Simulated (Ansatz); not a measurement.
BN (h-BN type, space group P6_3/mmc)

Space group P6₃/mmc (No. 194); a = 2.5058 Å, b = 2.5058 Å, c = 6.6162 Å, α = 90.00°, β = 90.00°, γ = 120.00°

```json
[
 {"atom": "B", "site": "2c", "symmetry": "-6m2", "x": "0.3333", "y": "0.6667", "z": "0.2500"},
 {"atom": "N", "site": "2d", "symmetry": "-6m2", "x": "0.6667", "y": "0.3333", "z": "0.2500"}
]
```

Grid over V/V₀ and (c/a)/(c/a)₀, subscript 0 meaning the relaxed cell; the conventional c axis lies along z; no internal relaxation.

Level of theory: PBE-D3(BJ) (plane waves to 420 eV, PAW, scalar-relativistic; Ansatz, a quantum-chemistry and plane-wave program). k mesh 15×15×5 (Γ-centred), Fermi-Dirac smearing 0.05 eV. Energies are smeared free energies. Stress and pressure are positive under compression. BN was relaxed with its symmetry unable to fall. The PAW data are Ansatz's earlier set. ΔE is measured from the relaxed starting cell.

ΔE (kJ/mol of atoms), with V/V₀ across and (c/a)/(c/a)₀ down:

```tsv
(c/a)/(c/a)₀ \ V/V₀	0.920	0.960	1.000	1.040	1.080
0.960	1.48	0.15	1.13	4.01	8.46
0.980	2.82	0.34	0.28	2.22	5.83
1.000	4.78	1.12	0.00	0.99	3.73
1.020	7.34	2.47	0.27	0.29	2.15
1.040	10.48	4.37	1.08	0.11	1.07
```

σxx (GPa), with V/V₀ across and (c/a)/(c/a)₀ down:

```
(c/a)/(c/a)₀ \ V/V₀  0.920  0.960  1.000  1.040  1.080
-------------------  -----  -----  -----  -----  -----
0.960                 17.1   -0.1  -14.2  -26.0  -35.6
0.980                 25.9    7.8   -7.2  -19.6  -29.9
1.000                 34.9   15.8    0.0  -13.1  -24.1
1.020                 44.1   23.9    7.3   -6.6  -18.1
1.040                 53.5   32.1   14.6    0.1  -12.1
```

Summary:

- Modulus against c/a change at fixed volume, (3/4V)·∂²E/∂(ln c/a)² (fit, atoms clamped) = 191 GPa
- Lowest place on the grid = V/V₀ = 1.000, (c/a)/(c/a)₀ = 1.000 (0.0 meV/atom)
- Highest place on the grid = V/V₀ = 0.920, (c/a)/(c/a)₀ = 1.040 (108.6 meV/atom)

The 25 points together took around 60 core-seconds (rough).

(Under strain, the slope of the energy per volume gives the stress and its curvature an elastic modulus.)
